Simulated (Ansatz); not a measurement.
A relaxation computed with Ansatz, from input to last step.

```yaml
crystal:
  lattice:
    - [4.8461793144, 0.0, 0.0]
    - [0.0, 4.8461793144, 0.0]
    - [0.0, 0.0, 6.668328793]
  atoms:
    - { symbol: Si, position: [0.311582966, 0.311582966, 0.0] }
    - { symbol: Si, position: [0.188417034, 0.811582966, 0.25] }
    - { symbol: Si, position: [0.688417034, 0.688417034, 0.5] }
    - { symbol: Si, position: [0.811582966, 0.188417034, 0.75] }
    - { symbol: O, position: [0.2342705323, 0.1268389352, 0.1901406538] }
    - { symbol: O, position: [0.3731610648, 0.7342705323, 0.4401406538] }
    - { symbol: O, position: [0.7657294677, 0.8731610648, 0.6901406538] }
    - { symbol: O, position: [0.6268389352, 0.2657294677, 0.9401406538] }
    - { symbol: O, position: [0.7342705323, 0.3731610648, 0.5598593462] }
    - { symbol: O, position: [0.8731610648, 0.7657294677, 0.3098593462] }
    - { symbol: O, position: [0.2657294677, 0.6268389352, 0.0598593462] }
    - { symbol: O, position: [0.1268389352, 0.2342705323, 0.8098593462] }
basis:
  ecutwfc: 500
kpoints:
  mp_grid: { grid: [6, 6, 4] }
hamiltonian:
  xc: r2scan
scf:
  occupations: { method: gaussian, width: 0.02 }
output:
  forces: true
  stress: true
  eigenvalues: true
relax:
  adjacent_minimum: "off"
  f_tol: 0.01
  max_steps: 30
  cell: { stress_tol: 0.1, fix: [volume] }
```

```bash
ansatz run input.yaml --threads 4 --pin off --max-ram 10240MiB --backend cpu --events-out ev --progress --plain --runs-dir out
```

All numbers below come from DFT r2SCAN, scalar-relativistic, plane waves, PAW in Ansatz 0.2.0.

The volume is held at 0.91 times that of the relaxed cell.

Of 5 frames 4 are shown, positions in Å and forces in eV/Å; the SCF threshold varies from step to step. Steps run on the plane waves of an earlier cell, with a Pulay correction in the pressure. The basis is chosen afresh for the last frame, the zero of the energies, and at times for earlier ones too; energy and pressure can step there, also at an unchanged geometry. Where two frames share a geometry here, they differ by under 2 meV/atom and 0.3 GPa.

```xyz
12
Lattice="4.8462 0.0000 0.0000 0.0000 4.8462 0.0000 0.0000 0.0000 6.6683" Properties=species:S:1:pos:R:3:forces:R:3 pbc="T T T" step=1 free_energy_over_end_meV_per_atom=7.62 pressure_GPa=7.51
Si    1.5100    1.5100    0.0000    0.0141    0.0141    0.0000
Si    0.9131    3.9331    1.6671   -0.0141    0.0141    0.0000
Si    3.3362    3.3362    3.3342   -0.0141   -0.0141    0.0000
Si    3.9331    0.9131    5.0012    0.0141   -0.0141    0.0000
O     1.1353    0.6147    1.2679   -0.0512    0.2739    0.3331
O     1.8084    3.5584    2.9350   -0.2739   -0.0512    0.3331
O     3.7109    4.2315    4.6021    0.0512   -0.2739    0.3331
O     3.0378    1.2878    6.2692    0.2739    0.0512    0.3331
O     3.5584    1.8084    3.7333   -0.0512   -0.2739   -0.3331
O     4.2315    3.7109    2.0662   -0.2739    0.0512   -0.3331
O     1.2878    3.0378    0.3992    0.0512    0.2739   -0.3331
O     0.6147    1.1353    5.4004    0.2739   -0.0512   -0.3331
12
Lattice="4.8516 0.0000 0.0000 0.0000 4.8516 0.0000 0.0000 0.0000 6.6534" Properties=species:S:1:pos:R:3:forces:R:3 pbc="T T T" step=2 free_energy_over_end_meV_per_atom=3.72 pressure_GPa=5.68
Si    1.5219    1.5219    0.0000   -0.0017   -0.0017    0.0000
Si    0.9039    3.9477    1.6634    0.0017   -0.0017    0.0000
Si    3.3297    3.3297    3.3267    0.0017    0.0017    0.0000
Si    3.9477    0.9039    4.9901   -0.0017    0.0017    0.0000
O     1.1336    0.6304    1.2728   -0.0467    0.1698    0.2749
O     1.7954    3.5594    2.9362   -0.1698   -0.0467    0.2749
O     3.7180    4.2212    4.5996    0.0467   -0.1698    0.2749
O     3.0562    1.2922    6.2629    0.1698    0.0467    0.2749
O     3.5594    1.7954    3.7172   -0.0467   -0.1698   -0.2749
O     4.2212    3.7180    2.0539   -0.1698    0.0467   -0.2749
O     1.2922    3.0562    0.3905    0.0467    0.1698   -0.2749
O     0.6304    1.1336    5.3806    0.1698   -0.0467   -0.2749
12
Lattice="4.8560 0.0000 0.0000 0.0000 4.8560 0.0000 0.0000 0.0000 6.6414" Properties=species:S:1:pos:R:3:forces:R:3 pbc="T T T" step=3 free_energy_over_end_meV_per_atom=1.10 pressure_GPa=1.60
Si    1.5445    1.5445    0.0000   -0.3410   -0.3410    0.0000
Si    0.8835    3.9725    1.6604    0.3410   -0.3410    0.0000
Si    3.3115    3.3115    3.3207    0.3410    0.3410    0.0000
Si    3.9725    0.8835    4.9811   -0.3410    0.3410    0.0000
O     1.1256    0.6590    1.2928    0.0844    0.2911   -0.1729
O     1.7690    3.5536    2.9532   -0.2911    0.0844   -0.1729
O     3.7303    4.1969    4.6135   -0.0844   -0.2911   -0.1729
O     3.0870    1.3023    6.2739    0.2911   -0.0844   -0.1729
O     3.5536    1.7690    3.6882    0.0844   -0.2911    0.1729
O     4.1969    3.7303    2.0279   -0.2911   -0.0844    0.1729
O     1.3023    3.0870    0.3675   -0.0844    0.2911    0.1729
O     0.6590    1.1256    5.3486    0.2911    0.0844    0.1729
12
Lattice="4.8542 0.0000 0.0000 0.0000 4.8542 0.0000 0.0000 0.0000 6.6463" Properties=species:S:1:pos:R:3:forces:R:3 pbc="T T T" step=5 free_energy_over_end_meV_per_atom=0.00 pressure_GPa=1.66
Si    1.5351    1.5351    0.0000   -0.0072   -0.0072    0.0000
Si    0.8920    3.9622    1.6616    0.0072   -0.0072    0.0000
Si    3.3191    3.3191    3.3232    0.0072    0.0072    0.0000
Si    3.9622    0.8920    4.9847   -0.0072    0.0072    0.0000
O     1.1271    0.6593    1.2933    0.0058    0.0062   -0.0025
O     1.7678    3.5542    2.9549   -0.0062    0.0058   -0.0025
O     3.7271    4.1949    4.6164   -0.0058   -0.0062   -0.0025
O     3.0864    1.3000    6.2780    0.0062   -0.0058   -0.0025
O     3.5542    1.7678    3.6915    0.0058   -0.0062    0.0025
O     4.1949    3.7271    2.0299   -0.0062   -0.0058    0.0025
O     1.3000    3.0864    0.3683   -0.0058    0.0062    0.0025
O     0.6593    1.1271    5.3530    0.0062    0.0058    0.0025
```

The run took 100 s on 4 threads of Intel(R) Xeon(R) Processor @ 2.50GHz (Skylake/Cascade Lake), with other jobs on the host, peak memory 0.83 GiB.